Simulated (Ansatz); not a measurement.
**Si: energy along a strain**

Si, I4/mmm, a = 6.603 Å, c = 3.817 Å. This isn't the element's structure at ambient conditions. Ansatz: LDA, PAW, 420 eV, Γ-centred 10×10×10 mesh on 4 atoms, Gaussian smearing 0.03 eV; no spin polarisation. Cell vectors (Å): -3.301 3.301 1.908; 3.301 -3.301 1.908; 3.301 3.301 -1.908. The cell is strained by x per cent times the pattern (0 0 1 0 0 0) in the order xx yy zz yz xz xy (engineering shears), with fractional coordinates held. y is the free energy over the start, V0 = 20.798 Å³/atom. Points with a strain past 8.5 % were computed too (3) and aren't used here.

```
x (%) y (meV/atom)
-7.50             ?
-5.00         39.54
-2.50          9.28
 0.00          0.00
 2.50          8.46
 5.00         31.47
 7.50         66.45
```

Problem. Fit y = c2 x² + c3 x³ to the other rows, get the stiffness along the pattern, and predict the missing energy.

Solution. Least squares on the rows shown. y = 1.4208 x² − 0.031971 x³. The clamped-ion stiffness p·C·p = 2 × 14.21 eV × 160.2 / 20.798 Å³ = 219 GPa, which is C33 in these axes. At x = -7.50 the fit asked for gives 93.41 meV/atom. The run gave 94.33 meV/atom, so the fit is 0.92 meV/atom too low, 0.98 % of the span of the series, against an rms of 0.06 meV/atom on the fitted rows. The row lies outside the fitted range. With a term in x⁴ added, a fit to the same known rows predicts 93.60 meV/atom, which recovers part of the miss; the known rows don't hold the rest. The records add, with no proof that it causes the miss: the gap is closed there and open in the run one row down.